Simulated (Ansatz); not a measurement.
Starting cell, C (diamond):

```
CELL_PARAMETERS angstrom
      0.00000     3.57157     3.57157
      1.78578     1.78578     3.57157
      1.78578     1.78578     0.00000
ATOMIC_POSITIONS crystal
  C  0.00000 0.50000 0.50000
  C  0.50000 0.50000 0.50000
  C  0.00000 0.75000 0.75000
  C  0.50000 0.75000 0.75000
```

A phonon eigenvector at X = (0.5, 0.5, 0.0) is frozen into this cell: atom i moves by Q times the vector below, so Q is the largest atomic displacement, in Å. The cell is held. It is one choice among 2 degenerate patterns. (q is in reciprocal vectors of the primitive cell; the cell shown is doubled to hold the pattern.)

```json
[
 {"atom": "C1", "x": "-0.383", "y": "-0.924", "z": "0.000"},
 {"atom": "C2", "x": "0.383", "y": "0.924", "z": "0.000"},
 {"atom": "C3", "x": "-0.924", "y": "-0.383", "z": "0.000"},
 {"atom": "C4", "x": "0.924", "y": "0.383", "z": "0.000"}
]
```

Computed with PBE (plane waves to 420 eV, PAW, scalar-relativistic; Ansatz, an electronic-structure program). k mesh 16×16×16 (Γ-centred), Fermi-Dirac smearing 0.05 eV. Energies are smeared free energies. Compression counts positive. C was relaxed with its symmetry unable to fall. ΔE is measured from the undisplaced structure.

```csv
Q (Å),ΔE (eV/cell),P (GPa),−dE/dQ from forces (eV/Å)
-0.280,4.119,0.4,28.102
-0.233,2.895,-0.6,24.220
-0.187,1.867,-1.0,19.786
-0.140,1.054,-0.8,15.006
-0.093,0.469,-0.5,10.047
-0.047,0.117,-0.1,5.027
0.000,0.000,0.0,0.000
0.047,0.117,-0.1,-5.027
0.093,0.469,-0.5,-10.047
0.140,1.054,-0.8,-15.006
0.187,1.867,-1.0,-19.786
0.233,2.895,-0.6,-24.220
0.280,4.119,0.4,-28.102
```

Derived quantities:

| Property | Value |
|---|---|
| Energy at Q = 0.280 Å | 4119 meV/cell |
| Space group of the distorted cell | P2_12_12_1 (No. 19), lowered from Fd-3m |
| Symmetry of the curve | even: the same for both signs |
| Shape of the curve | a single well with its minimum at or next to zero displacement |
| Harmonic wavenumber from the curvature (finite differences) | 781 cm⁻¹ |
| Wavenumber by perturbation theory (DFPT, on another k mesh) | 781 cm⁻¹ |

The 13 points together took about 4 core-minutes (a rough figure).

(For displaced atoms, the force is minus the slope of the energy, and its curvature is a force constant, which sets phonon frequencies.)
